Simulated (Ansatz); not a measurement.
RbBr (rock salt, Fm-3m), PBEsol in the plane-wave PAW code Ansatz. The conduction-band minimum lies at Γ, with 1 equivalent valley. Second derivatives d²E/dk² of the lowest band at one valley (eV·Å²), along Cartesian directions:

```
direction  d²E/dk²
---------  -------
[100]        20.96
[010]        20.96
[001]        20.96
[110]        20.96
[101]        20.96
[011]        20.96
```

Find the principal effective masses, the density-of-states mass and the conductivity mass.

Off-diagonal terms follow from H_xy = H[110] − (H_xx + H_yy)/2, and m*/mₑ = 7.620 eV·Å² over each eigenvalue: 0.36, 0.36, 0.36. One valley's DOS mass (m₁m₂m₃)^(1/3) = 0.36, conductivity mass 3/(Σ 1/mᵢ) = 0.36 mₑ.

What effective density of states Nc follows at 300 K for parabolic valleys?

Nc = 2.509e19 × 1 × (0.36)^(3/2) ≈ 5.4e18 cm⁻³.

The cell was relaxed with PBEsol under the symmetry of its start. Spin–orbit coupling is left out wherever it is not named.

Potentials: the later of the program's two PAW sets.

Edges and masses are those of Kohn–Sham bands, whose gap is no quasiparticle gap.
